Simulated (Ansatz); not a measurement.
**MgS, first-principles data**

MgS:
```
MgS
1.0
    3.69528     0.00000     0.00000
    0.00000     3.69528     0.00000
    0.00000     0.00000     6.74880
Mg S
2 2
Direct
  0.00000   0.50000   0.00000
  0.50000   0.00000   0.50000
  0.00000   0.00000   0.25000
  0.00000   0.00000   0.75000
```

Space group P4_2/mmc (No. 131); conventional cell a = 3.695 Å, b = 3.695 Å, c = 6.749 Å, α = 90.00°, β = 90.00°, γ = 90.00°.

Method: HSE06 (plane waves, PAW; program Ansatz). Structure relaxed to zero pressure with the same functional. Other levels are named where they apply.

### Cell and energy

```
Item                  Value
---------------  ----------
Volume per atom    23.04 Å³
Density          2.03 g/cm³
```

### Electronic structure

```
Quantity                                               Value
----------------------------------------  ------------------
Band gap                                  2.02 eV (indirect)
Valence-band maximum                                    at M
Conduction-band minimum                                 at Γ
Smallest direct gap on the standard path             2.14 eV
```

### Mechanics

```
Quantity                               Value
----------------------------------  --------
Bulk modulus (Birch–Murnaghan fit)  51.7 GPa
Pressure derivative B′                   3.8
```

### Charges

```
Item                        Result
-------------  -------------------
Bader charges  Mg +1.66, S -1.66 e
```

A made-up cell: these elements were put on the sites of a structure type; neither database checked (COD, Materials Project) lists it. COD files the formula under space group No. 225. Its standing as an ambient phase is unchecked. Symmetry was held in the HSE06 relaxation; its stability against distortions is not shown here. The hybrid was solved on a coarse mesh, the path and, where they were found, the r²SCAN edge points; its band edges are the extreme levels among these.

Potentials: the later of the program's two PAW sets.
